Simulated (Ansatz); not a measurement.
TiNb: checking dH/dP = V

Level of theory: DFT PBEsol, scalar-relativistic, plane waves, PAW (Ansatz 0.2.0). Run with 420 eV cutoff, 16×16×10 k-mesh, Gaussian smearing of 0.10 eV, no spin polarisation.

Starting point, cell and atoms relaxed:

```
Ti Nb
1.0
     1.60996   -2.29470    0.00000
     1.60996    2.29470    0.00000
     0.00000    0.00000    4.58198
Ti Nb
1 1
Direct
  0.50000 0.50000 0.50000
  0.00000 0.00000 0.00000
```

Cell and atoms were relaxed at each target pressure within the start's symmetry (Cmmm), at zero temperature; other phases can be more stable under pressure. H = E + PV with P the target; E is the free energy at the smearing used, whose derivative the pressure is, per atom and counted from zero pressure.

```tsv
P (GPa)	V (Å³/atom)	E − E0 (meV)	H − H0 (meV)
0	16.928	0.0	0.0
3	16.599	3.0	313.8
8	16.105	19.8	823.9
15	15.510	62.1	1514.2
30	14.484	204.2	2916.2
60	13.005	611.1	5481.5
```

**Question.** Thermodynamics gives dH/dP = V along a relaxed path. Integrate V over P by the trapezoid rule and compare with the computed enthalpies.

**Answer.** With 1 eV/Å³ = 160.22 GPa, each step adds the mean volume times ΔP / 160.22:
| P (GPa) | ∫V dP (meV) | H − H0 (meV) | difference (meV) |
| --- | --- | --- | --- |
| 3 | 313.9 | 313.8 | 0.1 |
| 8 | 824.2 | 823.9 | 0.3 |
| 15 | 1514.8 | 1514.2 | 0.6 |
| 30 | 2918.9 | 2916.2 | 2.7 |
| 60 | 5492.5 | 5481.5 | 11.0 |

V(P) curves upward, so the trapezoid rule runs high; integrating a smooth curve through the same points puts that excess at about 11.4 meV at 60 GPa, against the 11.0 meV found.

**Question.** At 60 GPa, how much of the enthalpy change is stored energy and how much is the PV term?

**Answer.** E rises by 611 meV/atom and PV is 60 × 13.005 / 160.22 = 4870 meV/atom, so PV makes 89 % of ΔH. So between rival structures at high pressure a small difference in volume can outweigh the difference in energy: 1 % of this volume is worth 48.7 meV/atom at this pressure.

**Question.** What bulk modulus do the lowest pressures give?

**Answer.** From the pressures that the runs reached, -3.01 GPa (17.290 Å³) and 2.99 GPa (16.599 Å³), B = −ΔP/Δln V = 6.00 / 0.0408 = 147 GPa, a mean over that range.